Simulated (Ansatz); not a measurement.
CdHgSe₂ in space group R3m (No. 160; Cd on 3a, Hg on 3a, Se on 3a, Se on 3a), PBE in the plane-wave PAW code Ansatz, all energies at zero smearing, with the estimated change up to a 700 eV cutoff added, with one set of potentials and settings (totals compare only within such a set). Cell of 4 atoms (1 Cd, 1 Hg, 2 Se): -33007.750 eV.

| element | reference phase | E (eV/atom) |
|---|---|---|
| Cd | P6_3/mmc, 2 atoms in the cell | -8254.4547 |
| Hg | P6_3/mmc, 2 atoms in the cell | -13813.4607 |
| Se | P3_121, 3 atoms in the cell | -5469.0798 |

Formation energy per atom, worked out: (-33007.750 − 1×(-8254.4547) − 1×(-13813.4607) − 2×(-5469.0798))/4 = -0.419 eV/atom (-40 kJ per mol of atoms), at 0 K, without zero-point energy or fitted corrections.

The workflow started from a Materials Project entry (that database holds measured and hypothetical structures alike); the Crystallography Open Database copy checked does not list it. With Cd and Hg taken as one species the cell has the higher symmetry F-43m, so it may be an ordered model of a mixed-site phase. Whether it is the stable phase at ambient conditions was not checked. The PBE relaxation kept the symmetry of its start; whether a distortion lowers the energy is not shown. The references are the lowest solids computed at this level, not always the standard phases. Spin–orbit coupling is left out wherever it is not named.

Potentials: the later of the program's two PAW sets.
